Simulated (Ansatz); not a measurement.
Input for Ansatz (plane-wave DFT, PAW):

```yaml
crystal:
  lattice:
    - [5.0393684365, 0.0, 0.0]
    - [0.0, 5.0393684365, 0.0]
    - [0.0, 0.0, 25.8338573916]
  atoms:
    - { symbol: Cu, position: [0.25, 0.25, 0.3096711373] }
    - { symbol: Cu, position: [0.25, 0.75, 0.3096711373] }
    - { symbol: Cu, position: [0.75, 0.25, 0.3096711373] }
    - { symbol: Cu, position: [0.75, 0.75, 0.3096711373] }
    - { symbol: Cu, position: [0.5, 0.5, 0.3786382207] }
    - { symbol: Cu, position: [0.5, 0.0, 0.3786382207] }
    - { symbol: Cu, position: [0.0, 0.5, 0.3786382207] }
    - { symbol: Cu, position: [0.0, 0.0, 0.3786382207] }
    - { symbol: Cu, position: [0.7520390082, 0.7508008956, 0.449103035] }
    - { symbol: Cu, position: [0.75186173, 0.2489537791, 0.4488993867] }
    - { symbol: Cu, position: [0.248291791, 0.7508477915, 0.4489590986] }
    - { symbol: Cu, position: [0.2481910494, 0.2487575361, 0.4491970076] }
    - { symbol: Cu, position: [-0.0001650756, -0.0004358765, 0.5199672324] }
    - { symbol: Cu, position: [-0.0001814896, 0.5000907217, 0.5169325443] }
    - { symbol: Cu, position: [0.500915003, -0.0005739287, 0.5160716675] }
    - { symbol: Cu, position: [0.5000296465, 0.4999074414, 0.51666813] }
    - { symbol: Cl, position: [-0.0125971776, 0.003780174, 0.6194789867] }
    - { symbol: C, position: [0.307683258, 0.1199984408, 0.6404700481] }
    - { symbol: Cl, position: [0.2850320116, 0.3740522248, 0.6875102042] }
    - { symbol: H, position: [0.4118707566, -0.0505683654, 0.6569175008] }
    - { symbol: H, position: [0.4053926223, 0.1989970473, 0.6055933826] }
basis:
  ecutwfc: 420
kpoints:
  mp_grid: { grid: [4, 4, 1] }
hamiltonian:
  xc: pbe
  dispersion: d3bj
scf:
  occupations: { method: gaussian, width: 0.1 }
output:
  forces: true
  eigenvalues: true
  write_density: true
  volumetric_format: npy
efield:
  axis: 3
  dipole_correction: true
  ramp_width: 0.04
```

Launched with
```bash
ansatz run input.yaml --threads 4 --pin off --max-ram 12288MiB --backend cpu --events-out ev --progress --plain --runs-dir out
```

All numbers below come from Ansatz, DFT PBE+D3(BJ), scalar-relativistic, plane waves, PAW.

Part of what the program printed, abridged:

```
Pseudopotentials: kind: paw
Pseudopotential: Cu, paw, valence charge 19, recommended cutoff 420 eV (normal)
Pseudopotential: Cl, paw, valence charge 7, recommended cutoff 420 eV (normal)
Pseudopotential: C, paw, valence charge 4, recommended cutoff 420 eV (normal)
Pseudopotential: H, paw, valence charge 1, recommended cutoff 420 eV (normal)
Functional definition: PBE
Crystal: 21 atoms, lattice volume = 656.057 Å³
Basis set: ecut = 420 eV, 12859 PW (Γ), exchange–correlation on 72×72×360 points (8 copies of the dense FFT grid, shifted against one another)
Bands: 195, of which v1, the nominal top of the filled ones, is band 162 counted from 1 (161 counted from 0)
Symmetry: 1 space group operations
Space group: P1 (ITA 1), of the structure as read, at distance tolerance 8.7e-5 Å
k-points: 10 of 16 (time reversal used)
Initial density: superposition of atomic densities (neutral atoms: chi_scale 0, normalization atom), corrected by the library's trained network
Initial wavefunctions: pseudopotential atomic-orbital guess
Functional: x = pbe(κ = 0.804, μ = 0.21951497), c = pbe(β = 0.06672455)
SCF iter   1: F=—  HF=-108448.036796 eV  |F-HF|=—  |Δ(HF+E_count)|=         —  Δρ=2.42e-3  dr2=1.67e-1  ethr=1.77e-3  p=-0.012 e·Å  D=-3.33e-3 V/Å  ΔV_dip=0.09 eV  dr2_dipole=3.42e-2  V_vac-E_F(+/−)=4.48/4.40 eV  ⟨swp⟩=6.8  Hψ=8141  notcnv=0  defer=160
efield: sawtooth ramp at fractional position 0.9786 (placed from the atoms, in the widest stretch of the axis that holds none; the zero of the levels goes with the place), width 0.0400; the density the first Hamiltonian is built on has a dipole p = -0.012 e·Å; the dipole correction subtracts the counter field D = -3.33e-3 V/Å, which shifts the + side's vacuum level by +0.09 eV against the − side's; the planar-averaged density in the ramp window peaks in size at 3.2e-5 e/Å³
SCF iter   2: F=—  HF=-108448.051393 eV  |F-HF|=—  |Δ(HF+E_count)|=   1.46e-2  Δρ=3.65e-3  dr2=1.24e-1  ethr=5.16e-5  p=0.116 e·Å  D=3.21e-2 V/Å  ΔV_dip=-0.83 eV  dr2_dipole=3.14e-2  V_vac-E_F(+/−)=3.88/4.71 eV  ⟨swp⟩=2.1  Hψ=3304  notcnv=0  defer=247
SCF iter   3: F=—  HF=-108448.031618 eV  |F-HF|=—  |Δ(HF+E_count)|=   1.98e-2  Δρ=1.84e-3  dr2=1.38e-2  ethr=3.83e-5  p=0.064 e·Å  D=1.76e-2 V/Å  ΔV_dip=-0.46 eV  dr2_dipole=9.56e-6  V_vac-E_F(+/−)=4.08/4.53 eV  ⟨swp⟩=2.0  Hψ=2730  notcnv=0  defer=247
SCF iter   4: F=—  HF=-108448.029656 eV  |F-HF|=—  |Δ(HF+E_count)|=   1.96e-3  Δρ=7.78e-4  dr2=3.73e-3  ethr=4.26e-6  p=0.061 e·Å  D=1.68e-2 V/Å  ΔV_dip=-0.43 eV  dr2_dipole=1.88e-4  V_vac-E_F(+/−)=4.10/4.54 eV  ⟨swp⟩=2.1  Hψ=3131  notcnv=0  defer=196
SCF iter   5: F=—  HF=-108448.029346 eV  |F-HF|=—  |Δ(HF+E_count)|=   3.09e-4  Δρ=3.01e-4  dr2=7.60e-4  ethr=1.15e-6  p=0.064 e·Å  D=1.76e-2 V/Å  ΔV_dip=-0.45 eV  dr2_dipole=3.84e-6  V_vac-E_F(+/−)=4.08/4.54 eV  ⟨swp⟩=2.0  Hψ=2628  notcnv=0  defer=196
SCF iter   6: F=—  HF=-108448.029363 eV  |F-HF|=—  |Δ(HF+E_count)|=   1.68e-5  Δρ=1.87e-4  dr2=1.56e-4  ethr=2.34e-7  p=0.063 e·Å  D=1.75e-2 V/Å  ΔV_dip=-0.45 eV  dr2_dipole=3.20e-7  V_vac-E_F(+/−)=4.08/4.54 eV  ⟨swp⟩=2.0  Hψ=2632  notcnv=0  defer=196
SCF iter   7: F=—  HF=-108448.029369 eV  |F-HF|=—  |Δ(HF+E_count)|=   6.12e-6  Δρ=6.66e-5  dr2=2.69e-5  ethr=4.81e-8  p=0.063 e·Å  D=1.74e-2 V/Å  ΔV_dip=-0.45 eV  dr2_dipole=3.61e-9  V_vac-E_F(+/−)=4.09/4.54 eV  ⟨swp⟩=2.4  Hψ=2889  notcnv=0  defer=196
SCF iter   8: F=—  HF=-108448.029595 eV  |F-HF|=—  |Δ(HF+E_count)|=   2.26e-4  Δρ=2.71e-5  dr2=4.61e-6  ethr=8.30e-9  p=0.063 e·Å  D=1.74e-2 V/Å  ΔV_dip=-0.45 eV  dr2_dipole=1.59e-7  V_vac-E_F(+/−)=4.09/4.54 eV  ⟨swp⟩=2.4  Hψ=2652  notcnv=0  defer=196
SCF iter   9: F=—  HF=-108448.029602 eV  |F-HF|=—  |Δ(HF+E_count)|=   6.76e-6  Δρ=7.83e-6  dr2=6.85e-7  ethr=1.42e-9  p=0.063 e·Å  D=1.74e-2 V/Å  ΔV_dip=-0.45 eV  dr2_dipole=1.29e-7  V_vac-E_F(+/−)=4.09/4.54 eV  ⟨swp⟩=2.1  Hψ=2547  notcnv=0  defer=196
SCF iter  10: F=—  HF=-108448.029603 eV  |F-HF|=—  |Δ(HF+E_count)|=   1.50e-6  Δρ=7.32e-6  dr2=4.57e-7  ethr=2.11e-10  p=0.063 e·Å  D=1.74e-2 V/Å  ΔV_dip=-0.45 eV  dr2_dipole=2.83e-8  V_vac-E_F(+/−)=4.09/4.54 eV  ⟨swp⟩=2.1  Hψ=2650  notcnv=0  defer=196
SCF iter  11: F=-108448.029604 eV  HF=-108448.029604 eV  |F-HF|=1.41e-7  |Δ(HF+E_count)|=   4.86e-7  Δρ=2.20e-6  dr2=3.72e-8  ethr=3.09e-11  p=0.063 e·Å  D=1.74e-2 V/Å  ΔV_dip=-0.45 eV  dr2_dipole=4.98e-9  V_vac-E_F(+/−)=4.09/4.54 eV  ⟨swp⟩=17.2  Hψ=12208  notcnv=0
SCF 1 converged in 11 iterations: F = -108448.029604 eV  dr2 = 3.72e-8
SCF converged after 11 iterations
Free energy (F): -108448.029604 eV
Harris-Foulkes:  -108448.029604 eV  (|F-HF|=1.41e-7)
Internal energy: -108447.993193 eV  (E = F + TS)
E sigma→0 (E₀):  -108448.011398 eV
Entropy (-TS):   -0.036411 eV (-1.734 meV/atom)
Fermi energy:    2.735038 eV
Dipole field:    D = 0.017309 V/Å  (p = 0.062757 e·Å, saw-weighted, corrected)
Work function:   Φ+ = 4.0881 eV   Φ− = 4.5352 eV
Levels:          The Fermi level and band energies are counted from a zero that moves with the ramp; work functions are not
--- Per-component energies (eV) ---
  E_band       = -10102.845780
  E_kinetic    = 5236.884551
  E_local      = -816796.559494  (includes V_loc(G=0)·N_el)
  E_nonlocal   = 6344.872341
  E_hartree    = 402265.020413
  E_xc         = -1704.611167
  E_vxc        = -2163.979792  (∫ρ·V_xc dr)
  E_paw        = -28042.690349  (= ΣΔE_a)
  E_vpaw       = -7264.301332  (= ΣTr[D̂ρ^β])
  E_aug_tail   = 0.001582  (compensation charges beyond the density's cutoff)
  E_efield     = 0.000543  (sawtooth field / dipole correction)
  E_vefield    = 10.200301  (∫n·V_field dr)
  E_ewald      = 324256.476416
  E_disp       = -7.388028  (pairwise vdW)
  E_smearing   = -0.036411  (= −TS)
--- Forces (eV/Å), atoms counted from 1 ---
  atom   1  Cu    -0.01649967    -0.01803180     0.05856368
  atom   2  Cu    -0.01680915     0.01784312     0.06075859
  atom   3  Cu     0.01649454    -0.01856016     0.06153270
  atom   4  Cu     0.01688967     0.01859617     0.05983332
  atom   5  Cu    -0.00194615    -0.00079478    -0.00761694
  atom   6  Cu    -0.00193763    -0.00203876    -0.05436794
  atom   7  Cu     0.00395955    -0.00414589    -0.08240128
  atom   8  Cu     0.00383716     0.00149067    -0.10967215
  atom   9  Cu     0.00304155     0.00537190    -0.00117824
  atom  10  Cu     0.00262974    -0.00391679     0.00353599
  atom  11  Cu    -0.00405924     0.00543691     0.00173951
  atom  12  Cu    -0.00292515    -0.00368277     0.00554645
  atom  13  Cu     0.00135873     0.00313942     0.00589222
  atom  14  Cu     0.00352546    -0.00305572    -0.00084106
  atom  15  Cu    -0.00387998     0.00435606     0.00291081
  atom  16  Cu    -0.00152829    -0.00251365     0.00600940
  atom  17  Cl     0.00552673    -0.00151680    -0.00164519
  atom  18  C      0.00828786    -0.01309595    -0.00275924
  atom  19  Cl     0.00539562    -0.01109299    -0.00755959
  atom  20  H     -0.01728063     0.02624150    -0.00420703
  atom  21  H     -0.00407526    -0.00002803     0.00598306
--- Band table (eV; the first three rows and the last of 10) ---
  k-point 0: bands = ["-109.9585", "-109.9473", "-109.9432", "-109.9374", "-109.9366", "-109.9326", "-109.9297", "-109.9293", "-109.6034", "-109.5412", "-109.5340", "-109.4769", "-109.4728", "-109.4684", "-109.4657", "-109.4613", "-67.3673", "-67.3664", "-67.3654", "-67.3622", "-67.3613", "-67.3599", "-67.3392", "-67.3330", "-67.3318", "-67.3075", "-67.3010", "-67.2973", "-67.2957", "-67.2938", "-67.2932", "-67.2894", "-67.2882", "-67.2820", "-67.2818", "-67.2813", "-67.2793", "-67.2746", "-67.2740", "-67.2732", "-67.0103", "-66.9885", "-66.9712", "-66.9671", "-66.9414", "-66.9073", "-66.9027", "-66.8990", "-66.8975", "-66.8974", "-66.8920", "-66.8918", "-66.8874", "-66.8643", "-66.8563", "- ...
  k-point 1: bands = ["-109.9582", "-109.9469", "-109.9432", "-109.9372", "-109.9368", "-109.9325", "-109.9302", "-109.9296", "-109.6034", "-109.5407", "-109.5346", "-109.4770", "-109.4720", "-109.4686", "-109.4654", "-109.4620", "-67.3654", "-67.3620", "-67.3596", "-67.3581", "-67.3565", "-67.3524", "-67.3377", "-67.3302", "-67.3286", "-67.3101", "-67.3073", "-67.3001", "-67.2989", "-67.2953", "-67.2927", "-67.2908", "-67.2886", "-67.2875", "-67.2848", "-67.2834", "-67.2828", "-67.2774", "-67.2755", "-67.2730", "-67.0101", "-66.9846", "-66.9712", "-66.9580", "-66.9414", "-66.9114", "-66.9068", "-66.8995", "-66.8966", "-66.8926", "-66.8880", "-66.8880", "-66.8825", "-66.8644", "-66.8605", "- ...
  k-point 2: bands = ["-109.9578", "-109.9464", "-109.9434", "-109.9373", "-109.9365", "-109.9323", "-109.9309", "-109.9299", "-109.6034", "-109.5399", "-109.5353", "-109.4770", "-109.4704", "-109.4699", "-109.4641", "-109.4637", "-67.3635", "-67.3588", "-67.3567", "-67.3558", "-67.3417", "-67.3400", "-67.3349", "-67.3308", "-67.3182", "-67.3141", "-67.3109", "-67.3089", "-67.3027", "-67.3023", "-67.2983", "-67.2972", "-67.2939", "-67.2894", "-67.2875", "-67.2867", "-67.2814", "-67.2770", "-67.2756", "-67.2727", "-67.0099", "-66.9804", "-66.9711", "-66.9414", "-66.9411", "-66.9280", "-66.9070", "-66.8993", "-66.8949", "-66.8943", "-66.8884", "-66.8653", "-66.8652", "-66.8649", "-66.8641", "- ...
  k-point 9: bands = ["-109.9573", "-109.9456", "-109.9425", "-109.9379", "-109.9360", "-109.9338", "-109.9314", "-109.9300", "-109.6033", "-109.5401", "-109.5352", "-109.4771", "-109.4687", "-109.4681", "-109.4658", "-109.4655", "-67.3406", "-67.3395", "-67.3376", "-67.3360", "-67.3339", "-67.3335", "-67.3315", "-67.3260", "-67.3228", "-67.3223", "-67.3215", "-67.3197", "-67.3070", "-67.3068", "-67.3050", "-67.3034", "-67.3012", "-67.2994", "-67.2985", "-67.2960", "-67.2826", "-67.2808", "-67.2783", "-67.2755", "-66.9993", "-66.9795", "-66.9710", "-66.9412", "-66.9279", "-66.9236", "-66.9184", "-66.8993", "-66.8883", "-66.8824", "-66.8650", "-66.8638", "-66.8636", "-66.8631", "-66.8628", "- ...
```

The run converged.

The run took 26 s on 4 threads of Intel(R) Xeon(R) Platinum 8488C (Sapphire Rapids), with other jobs on the host, peak memory 2.9 GiB.